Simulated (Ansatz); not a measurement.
## BSe2: field gradients at two levels of theory

Cell: a Materials Project structure (computed, not necessarily an observed phase), taken as it stands.

```
B Se
1.0
     7.42235    0.00000    0.00000
     0.00000   11.25695    0.00000
    -3.92931    0.00000    7.44204
B Se
8 16
Direct
  0.32237 0.36662 0.23180
  0.67763 0.63338 0.76820
  0.67763 0.86662 0.26820
  0.32237 0.13338 0.73180
  0.51580 0.13279 0.25174
  0.48420 0.86721 0.74826
  0.48420 0.63279 0.24826
  0.51580 0.36721 0.75174
  0.25431 0.53529 0.22298
  0.74569 0.46471 0.77702
  0.74569 0.03529 0.27702
  0.25431 0.96471 0.72298
  0.57641 0.30223 0.25884
  0.42359 0.69777 0.74116
  0.42359 0.80223 0.24116
  0.57641 0.19777 0.75884
  0.25728 0.07802 0.22360
  0.74272 0.92198 0.77640
  0.74272 0.57802 0.27640
  0.25728 0.42198 0.72360
  0.10430 0.26396 0.21034
  0.89570 0.73604 0.78966
  0.89570 0.76396 0.28966
  0.10430 0.23604 0.71034
```

Sites (sets of like atoms) are named by element and the number of their first atom in this list.

First run. All values are calculated (Ansatz; DFT, PBE, plane waves and PAW, scalar-relativistic, 420 eV cutoff, Γ-centred 5×3×4 k-points, Fermi–Dirac smearing 0.05 eV), not measured.

```csv
site,atom,V_zz (10²¹ V/m²),η
B1,1,1.79,0.05
B5,5,1.73,0.11
Se9,9,25.1,0.73
Se13,13,22.4,0.46
Se17,17,46.5,0.63
Se21,21,46.2,0.62
```

Second run. The same atoms and settings, except that the functional is r2SCAN and the cutoff is 500 eV.

Q: Given the first result, estimate the second.

A: 

| site | atom | V_zz | η | change of V_zz |
| --- | --- | --- | --- | --- |
| B1 | 1 | 1.96 | 0.05 | +0.17 |
| B5 | 5 | 1.91 | 0.10 | +0.18 |
| Se9 | 9 | 25.7 | 0.72 | +0.63 |
| Se13 | 13 | 23.3 | 0.46 | +0.88 |
| Se17 | 17 | 48.0 | 0.63 | +1.58 |
| Se21 | 21 | 47.8 | 0.62 | +1.65 |

The largest change of V_zz is on Se21, from 46.2 to 47.8. In per cent, |V_zz| changes by +10 on B, +3 to +4 on Se (all sites that start above 0.5).
